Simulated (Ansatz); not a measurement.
A structure of In₂O₃ relaxed with r2SCAN (plane waves to 500 eV, PAW, scalar-relativistic; Ansatz, a first-principles code); single points at other levels follow on the same geometry (Ansatz, PAW; HSE06 at 420 eV on a 3×3×3 k-mesh; no spin-orbit coupling). Space group Ia-3 (No. 206).

```cif
data_In16O24
_chemical_formula_sum 'In16 O24'
_space_group_name_H-M_alt 'P 1'
_space_group_IT_number 1
_cell_length_a 8.79719
_cell_length_b 8.79719
_cell_length_c 8.79719
_cell_angle_alpha 109.471
_cell_angle_beta 109.471
_cell_angle_gamma 109.471
loop_
_space_group_symop_operation_xyz
  'x, y, z'
loop_
_atom_site_label
_atom_site_type_symbol
_atom_site_fract_x
_atom_site_fract_y
_atom_site_fract_z
_atom_site_occupancy
In1 In 0.50000 0.50000 0.50000 1
In2 In 0.50000 0.00000 0.00000 1
In3 In 0.00000 0.00000 0.50000 1
In4 In 0.00000 0.50000 0.00000 1
In5 In 0.25000 0.71606 0.46606 1
In6 In 0.75000 0.78394 0.03394 1
In7 In 0.46606 0.25000 0.71606 1
In8 In 0.03394 0.75000 0.78394 1
In9 In 0.71606 0.46606 0.25000 1
In10 In 0.78394 0.03394 0.75000 1
In11 In 0.75000 0.28394 0.53394 1
In12 In 0.25000 0.21606 0.96606 1
In13 In 0.53394 0.75000 0.28394 1
In14 In 0.96606 0.25000 0.21606 1
In15 In 0.28394 0.53394 0.75000 1
In16 In 0.21606 0.96606 0.25000 1
O1 O 0.53678 0.77229 0.54477 1
O2 O 0.72751 0.99201 0.95523 1
O3 O 0.77249 0.72771 0.26449 1
O4 O 0.96322 0.50799 0.23551 1
O5 O 0.54477 0.53678 0.77229 1
O6 O 0.95523 0.72751 0.99201 1
O7 O 0.26449 0.77249 0.72771 1
O8 O 0.23551 0.96322 0.50799 1
O9 O 0.77229 0.54477 0.53678 1
O10 O 0.99201 0.95523 0.72751 1
O11 O 0.72771 0.26449 0.77249 1
O12 O 0.50799 0.23551 0.96322 1
O13 O 0.46322 0.22771 0.45523 1
O14 O 0.27249 0.00799 0.04477 1
O15 O 0.22751 0.27229 0.73551 1
O16 O 0.03678 0.49201 0.76449 1
O17 O 0.45523 0.46322 0.22771 1
O18 O 0.04477 0.27249 0.00799 1
O19 O 0.73551 0.22751 0.27229 1
O20 O 0.76449 0.03678 0.49201 1
O21 O 0.22771 0.45523 0.46322 1
O22 O 0.00799 0.04477 0.27249 1
O23 O 0.27229 0.73551 0.22751 1
O24 O 0.49201 0.76449 0.03678 1
```

```
level   gap (eV)    kind  conduction minimum
------  --------  ------  ------------------
r2SCAN      1.66  direct                   Γ
HSE06        ___       –                 ___
```

**Question.** Fill in the missing entries.

**Answer.** 
- HSE06, gap (eV): 2.60
- HSE06, conduction minimum: Γ

For this cell size the semilocal gaps come from the SCF mesh and high-symmetry points. No spin polarisation in the result.

Measured for In2O3: gap 2.93 eV (0 K or low temperature; as listed in Wei Chen et al., Physical Review Materials (2018)). Computed minus measured — gap: r2SCAN -1.27 eV, HSE06 -0.33 eV. The computed values are for a static lattice, and a measured gap can be an optical one, lowered by exciton binding.

The run could not lose the symmetry of its start.
